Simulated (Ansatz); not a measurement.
This cell of LaSi2 (space group I4_1/amd) is off equilibrium:

```yaml
crystal:
  lattice:
    - [-2.16341, 2.16341, 7.06213]
    - [2.16341, -2.16341, 7.06213]
    - [2.16341, 2.16341, -7.06213]
  atoms:
    - { symbol: La, position: [0.50000, 0.50000, 0.00000] }
    - { symbol: La, position: [0.25000, 0.75000, 0.50000] }
    - { symbol: Si, position: [0.83447, 0.33447, 0.50000] }
    - { symbol: Si, position: [0.08447, 0.08447, 0.00000] }
    - { symbol: Si, position: [0.91553, 0.91553, 0.00000] }
    - { symbol: Si, position: [0.66553, 0.16553, 0.50000] }
```

Level of theory: PBEsol (plane waves to 420 eV, PAW, scalar-relativistic; Ansatz, a quantum-chemistry and plane-wave program). k mesh 15×15×15 (Γ-centred), Fermi-Dirac smearing 0.05 eV. E stands for the smeared free energy. Compression counts positive. LaSi2 is run without spin polarisation. LaSi2 was relaxed with its symmetry unable to fall.

Question: What is the stress tensor (GPa)?

Answer: 
```
   -3.6      0.0      0.0
    0.0     -3.6      0.0
    0.0      0.0     -4.1
```
The pressure, a third of the trace, is -3.8 GPa.

Question: It is the relaxed cell scaled evenly to V/V₀ = 1.050, atoms relaxed where free. What is its energy relative to the relaxed cell?

Answer: 13 meV/atom.

(A scan under strain: stresses follow from slopes of the energy per volume, elastic moduli from its curvatures.)
